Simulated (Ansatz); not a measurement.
Relaxed BN (wurtzite):

```
BN
1.0
    2.55453     0.00000     0.00000
   -1.27726     2.21229     0.00000
    0.00000     0.00000     4.22457
B N
2 2
Direct
  0.66667   0.33333   0.99991
  0.33333   0.66667   0.49991
  0.66667   0.33333   0.62529
  0.33333   0.66667   0.12529
```

Method: PBE (plane waves to 420 eV, PAW, scalar-relativistic; Ansatz, an electronic-structure program). k mesh 12×12×6 (Γ-centred), Fermi-Dirac smearing 0.05 eV. BN was relaxed with its symmetry unable to fall.

One atom of the cell was then moved (with its periodic images), all else fixed, and the forces (eV/Å) came out as:

| atom | Fx | Fy | Fz |
|---|---|---|---|
| B1 | -11.826 | -6.454 | -4.739 |
| B2 | 0.092 | 0.057 | -0.093 |
| N3 | 1.178 | 1.185 | 0.112 |
| N4 | 10.556 | 5.213 | 4.719 |

**Question.** Which atom was moved, and by which vector (Å)?

**Answer.** B1, by (0.26, 0.26, 0.00), 0.37 Å in all.

(A displaced cell: forces are minus the slopes of the energy, force constants its curvatures, and phonons follow from these.)
